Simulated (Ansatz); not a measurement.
An element in the bcc structure gives these cold pressures by all-electron LAPW under LDA (Ansatz 0.2.0, scalar-relativistic, spin-polarised).

| V (Å³/atom) | P (GPa) |
| --- | --- |
| 10.41 | -0.15 |
| 9.89 | 14.19 |
| 8.85 | 58.2 |
| 7.81 | 136.0 |
| 6.77 | 274.5 |
| 5.73 | 568.2 |
| 4.69 | 1181 |
| 4.17 | 1730 |

Q: Which element is it?

A: Fe. Its zero-pressure volume in this structure is near 10.4 Å³/atom; the volume and the steepness of P(V) together point to it, though neighbours can come close. Other candidates weren't computed, and some may come near.
